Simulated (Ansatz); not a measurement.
Input and command of a plane-wave DFT calculation in Ansatz:

```yaml
crystal:
  lattice:
    - [0.0, 6.52463712, 6.154]
    - [-5.6505014964, -3.26231856, 6.154]
    - [5.6505014964, -3.26231856, 6.154]
  atoms:
    - { symbol: Na, position: [0.3055555556, 0.6388888889, 0.3055555556] }
    - { symbol: Na, position: [0.6388888889, 0.6388888889, 0.9722222222] }
    - { symbol: Na, position: [0.3055555556, 0.3055555556, 0.6388888889] }
    - { symbol: Na, position: [0.3055555556, 0.9722222222, 0.9722222222] }
    - { symbol: Na, position: [0.6388888889, 0.3055555556, 0.3055555556] }
    - { symbol: Na, position: [0.9722222222, 0.6388888889, 0.6388888889] }
    - { symbol: Na, position: [0.9722222222, 0.3055555556, 0.9722222222] }
    - { symbol: Na, position: [0.6388888889, 0.9722222222, 0.6388888889] }
    - { symbol: Na, position: [0.9722222222, 0.9722222222, 0.3055555556] }
    - { symbol: Na, position: [0.3611111111, 0.6944444444, 0.6944444444] }
    - { symbol: Na, position: [0.6944444444, 0.6944444444, 0.3611111111] }
    - { symbol: Na, position: [0.3611111111, 0.3611111111, 0.0277777778] }
    - { symbol: Na, position: [0.3611111111, 0.0277777778, 0.3611111111] }
    - { symbol: Na, position: [0.6944444444, 0.3611111111, 0.6944444444] }
    - { symbol: Na, position: [0.0277777778, 0.6944444444, 0.0277777778] }
    - { symbol: Na, position: [0.0277777778, 0.3611111111, 0.3611111111] }
    - { symbol: Na, position: [0.6944444444, 0.0277777778, 0.0277777778] }
    - { symbol: Na, position: [0.0277777778, 0.0277777778, 0.6944444444] }
basis:
  ecutwfc: 420
kpoints:
  mp_grid: { grid: [2, 2, 2], shift: [0.5, 0.5, 0.5] }
hamiltonian:
  xc: pbesol
scf:
  occupations: { method: fermi_dirac, width: 0.2241 }
output:
  forces: true
  stress: true
  eigenvalues: true
```

```bash
ansatz run input.yaml --threads 4 --pin off --max-ram 5120MiB --backend cpu --events-out ev --progress --plain --runs-dir out
```

Processor: Arm Neoverse V1, 4 threads, on a host shared with other jobs.

Estimate time, memory and problem size.

About 3.3 s on 4 threads of Arm Neoverse V1, with other jobs on the host, peak memory 0.9 GiB. It solves 107 bands at 2 k points (the mesh reduced by the symmetry that the task leaves, which can be less than the crystal's) with about 13251 plane waves, in 6 SCF iterations.
